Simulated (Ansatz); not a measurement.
An Ansatz (a quantum-chemistry and plane-wave program) run. Input:

Ansatz 0.2 input:
```yaml
crystal:
  lattice:
    - [4.2448361455, 0.0, 0.0]
    - [-2.1224180727, 3.6761359369, 0.0]
    - [0.0, 0.0, 7.0030754867]
  atoms:
    - { symbol: Cu, position: [0.6666666667, 0.3333333333, 0.8733319211] }
    - { symbol: Cu, position: [0.3333333333, 0.6666666667, 0.3733319211] }
    - { symbol: I, position: [0.6666666667, 0.3333333333, 0.5016680789] }
    - { symbol: I, position: [0.3333333333, 0.6666666667, 0.0016680789] }
kpoints:
  mp_grid: { grid: [8, 8, 4] }
hamiltonian:
  xc: r2scan
  pseudopotentials: { kind: paw }
scf:
  occupations: { method: fixed }
checkpoint: { read: static.run }
output: { write_density: true, elf: true, volumetric_format: npy }
basis: { fft_grid_basis: typed }
```

Output (shortened):

```
Pseudopotential: Cu, paw, valence charge 19
Pseudopotential: I, paw, valence charge 17
Functional definition: r2SCAN
Crystal: 4 atoms, lattice volume = 109.280 Å³
Basis set: ecut = 500 eV, 2779 PW (Γ), exchange–correlation on 128×128×216 points (64 copies of the dense FFT grid, shifted against one another)
Bands: 44, of which v1, the nominal top of the filled ones, is band 36 counted from 1 (35 counted from 0)
Symmetry: 12 space group operations
Space group: P63mc (ITA 186), of the structure as read, at distance tolerance 4.8e-5 Å
k-points: 30 of 256 (time reversal used)
Stability of the state it starts from, as read at its close in the unpolarized treatment …
iter 1 solved again at ethr=3.86e-7 eV; its pass at ethr=3.10e-3 eV (dr2=2.78e-4 eV) is discarded
SCF iter   1: F=—  HF=-28319.282654 eV  |F-HF|=—  |Δ(HF+E_count)|=         —  Δρ=1.15e-6  dr2=7.18e-10  dr2_τ=3.77e-11  ethr=3.86e-7  ⟨swp⟩=3.4  Hψ=7893  notcnv=0  defer=180
preconditioner: auto → Resta (q_TF=auto, 2.545 Å⁻¹)
SCF iter   2: F=—  HF=-28319.282647 eV  |F-HF|=—  |Δ(HF+E_count)|=   7.48e-6  Δρ=6.38e-7  dr2=2.78e-10  dr2_τ=4.21e-11  ethr=1.00e-12  ⟨swp⟩=13.8  Hψ=8041  notcnv=0
SCF iter   3: F=-28319.282647 eV  HF=-28319.282647 eV  |F-HF|=1.24e-10  |Δ(HF+E_count)|=  1.38e-10  Δρ=3.44e-7  dr2=9.69e-11  dr2_τ=5.28e-12  ethr=1.00e-12  ⟨swp⟩=1.0  Hψ=3522  notcnv=0
SCF 1 converged in 3 iterations: F = -28319.282647 eV  dr2 = 9.69e-11
SCF converged after 3 iterations
Free energy (F): -28319.282647 eV
Harris-Foulkes:  -28319.282647 eV  (|F-HF|=1.24e-10)
Internal energy: -28319.282647 eV  (E = F + TS)
E sigma→0 (E₀):  -28319.282647 eV
Fermi energy:    8.257409 eV
--- Per-component energies (eV) ---
  E_band       = -1797.638844
  E_kinetic    = 978.379525
  E_local      = -15200.821246  (includes V_loc(G=0)·N_el)
  E_nonlocal   = 642.158820
  E_hartree    = 7080.824900
  E_xc         = -404.143862
  E_vxc        = -520.273597  (∫ρ·V_xc dr)
  E_paw        = -13063.249533  (= ΣΔE_a)
  E_vpaw       = -1891.858910  (= ΣTr[D̂ρ^β])
  E_aug_tail   = 0.000238  (compensation charges beyond the density's cutoff)
  E_vtau       = 33.125970  (kinetic-family band-sum trace: ∫τ·v_τ [+ j·A + Jᵃ·Aᵃ] dr)
  E_ewald      = -8351.975378
  E_core_change = -0.456110  (= ΣΔE_core)
  E_smearing   =  0.000000  (= −TS)
  E_closure    = 0.000000  (closes the sum)
  Σ components = -28319.282647   (vs F -28319.282647, Δ=0.00e0)
  [band-id]    e_kinetic+e_local+e_nonlocal+2·e_hartree+e_vxc+e_vpaw+e_augmentation_tail+e_vtau = -1797.639400   (vs E_band -1797.638844, Δ=-5.55e-4)
--- Band table (eV; the first three rows and the last of 30) ---
  k-point 0: bands = ["-107.0348", "-107.0348", "-62.9084", "-62.9083", "-62.9054", "-62.9054", "-62.9054", "-62.9054", "-38.5390", "-38.5390", "-38.5355", "-38.5355", "-38.5353", "-38.5353", "-38.5279", "-38.5279", "-38.5277", "-38.5277", "-6.3811", …
  k-point 1: bands = ["-107.0348", "-107.0348", "-62.9084", "-62.9083", "-62.9054", "-62.9054", "-62.9054", "-62.9054", "-38.5390", "-38.5390", "-38.5355", "-38.5355", "-38.5353", "-38.5353", "-38.5279", "-38.5279", "-38.5277", "-38.5277", "-6.3021", …
  k-point 2: bands = ["-107.0348", "-107.0348", "-62.9084", "-62.9084", "-62.9054", "-62.9054", "-62.9054", "-62.9054", "-38.5390", "-38.5390", "-38.5354", "-38.5354", "-38.5354", "-38.5354", "-38.5278", "-38.5278", "-38.5278", "-38.5278", "-6.0996", …
  k-point 29: bands = ["-107.0348", "-107.0348", "-62.9083", "-62.9083", "-62.9054", "-62.9054", "-62.9054", "-62.9054", "-38.5386", "-38.5386", "-38.5354", "-38.5354", "-38.5353", "-38.5353", "-38.5277", "-38.5277", "-38.5275", "-38.5275", "-5.6135", …
```

Cost: about 29 core-seconds (a rough figure) on shared cores.

Space group P6_3mc (wurtzite). The first step of the workflow began from a Materials Project structure, measured or hypothetical; the Crystallography Open Database files this formula in space group No. 186, but the cells were not matched. It is not the phase usual at ambient conditions (space group No. 216). The r²SCAN relaxation kept the symmetry of its start; whether a distortion lowers the energy is not shown. The run is not spin-polarised. Scalar-relativistic: spin–orbit coupling is off unless named, which matters more the heavier the elements.

Potentials: the later of the program's two PAW sets.

Ansatz is a plane-wave DFT program.
